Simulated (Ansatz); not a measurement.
Task: Each is relaxed and computed with r²SCAN (plane waves, PAW; program Ansatz). Which is the only one with a gap?
A) NbSi, rock salt
B) SiO2, R-3m (Si on 3a, O on 6c)
C) SiGe, CsCl type
D) YSi2, fluorite

Result: B, SiO2, R-3m (Si on 3a, O on 6c). SiO2: gap 7.33 eV (indirect); SiGe: metal; YSi2: metal; NbSi: metal. Constructed cells (a structure type filled with these elements, in neither database checked): SiGe, CsCl type; YSi2, fluorite; NbSi, rock salt. Built on a structure type that need not be the filed one of that space group: SiO2, R-3m (Si on 3a, O on 6c). Not the usual ambient phase: SiO2, R-3m (Si on 3a, O on 6c). Weakly bound layers, chains or molecules computed without a dispersion correction, so cells and soft constants are ill determined: SiO2, R-3m (Si on 3a, O on 6c). Unstable at this level: YSi2, fluorite. All cells were relaxed under the symmetry of their starts (and spin orders); stability against distortions was not tested throughout. Rows with no word on spin ran without spin polarisation. Scalar-relativistic: spin–orbit coupling is off unless named, which matters more the heavier the elements.

Potentials: the later of the program's two PAW sets.
